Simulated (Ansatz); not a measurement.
**Computed properties of YNi₅**

YNi5:
```xyz
6
Lattice="4.8430 0.0000 0.0000 -2.4215 4.1942 0.0000 0.0000 0.0000 3.9133" Properties=species:S:1:pos:R:3 pbc="T T T"
Y      0.0000     0.0000     0.0000
Ni    -1.2108     2.0971     1.9566
Ni     2.4215     0.0000     1.9566
Ni     1.2108     2.0971     1.9566
Ni     0.0000     2.7961     0.0000
Ni     2.4215     1.3981     0.0000
```
The run is spin-polarised; directions of the spins, atom by atom: 0 ↑ ↑ ↑ ↑ ↑.

Space group P6/mmm (No. 191); conventional cell a = b = 4.8430 Å, c = 3.9133 Å, α = β = 90.00°, γ = 120.00°.

Method: plane-wave PAW r²SCAN (Ansatz code). Structure relaxed to zero pressure with the same functional. Other levels are named where they apply.

**Cell and energy**

| Property | Value |
|---|---|
| Volume per atom | 13.25 Å³ |
| Density | 7.99 g/cm³ |
| Formation energy from the elements (no fitted shifts) | -0.30 eV/atom |

**Electronic structure**

| Property | Value |
|---|---|
| Electronic character | metallic (no gap) |
| Density of states at the Fermi level | 0.78 states/eV per atom (mean over ±0.08 eV) |

**Magnetism**

| Property | Value |
|---|---|
| Magnetic order | ferrimagnetic |
| Net moment | 0.32 μB per atom |

The first step of the workflow began from a Materials Project structure, measured or hypothetical; the Crystallography Open Database files this formula in space group No. 191, but the cells were not matched. Its standing as an ambient phase is unchecked. The r²SCAN relaxation kept the symmetry of its start, as lowered by the spin order; whether a distortion lowers the energy is not shown. Magnetic state: ferrimagnetic, the only order run, not a proven ground state. Other orbital occupations within this spin state were not tried. For itinerant 3d metals, meta-GGAs of the SCAN family and hybrids are commonly reported to give too large moments. Point labels and valley counts follow the cell and symmetry of the run, lower than the named group. Axis ratios of metals converge slowly with the k-mesh, so a and c are less sure than the volume. The references are the lowest solids computed at this level, not always the standard phases. Scalar-relativistic: spin–orbit coupling is off unless named, which matters more the heavier the elements.

Potentials: the later of the program's two PAW sets.
